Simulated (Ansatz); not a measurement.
**Relaxing SrBr2 in the MoS2 1H type**

First guess:

```xyz
3
Lattice="3.8992 0.0000 0.0000 -1.9496 3.3768 0.0000 0.0000 0.0000 7.6034" Properties=species:S:1:pos:R:3 pbc="T T T"
Sr    0.0000    0.0000    0.0000
Br    0.0000    2.2512    1.9009
Br    0.0000    2.2512    5.7026
```

These are results of Ansatz 0.2.0, DFT, LDA, PAW with Ansatz's default frozen-core files, scalar-relativistic, not measurements.

Cell and atoms relax within the symmetry of the start on a 10×10×5 k mesh with 0.03 eV Fermi–Dirac smearing.

The start is built from a prototype, known or not as a phase of this compound; the cutoff is 420 eV.

What is the pressure of the first guess?

2.31 GPa.

What does it relax to?

a = 4.202 Å, b = 4.202 Å, c = 7.290 Å, α = 90.00°, β = 90.00°, γ = 120.00° (conventional cell), 37.15 Å³ per atom:
```xyz
3
Lattice="4.2018 0.0000 0.0000 -2.1009 3.6389 0.0000 0.0000 0.0000 7.2899" Properties=species:S:1:pos:R:3 pbc="T T T"
Sr    0.0000    0.0000    0.0000
Br    0.0000    2.4259    1.7774
Br    0.0000    2.4259    5.5125
```

How much energy does the relaxation release?

67 meV/atom.
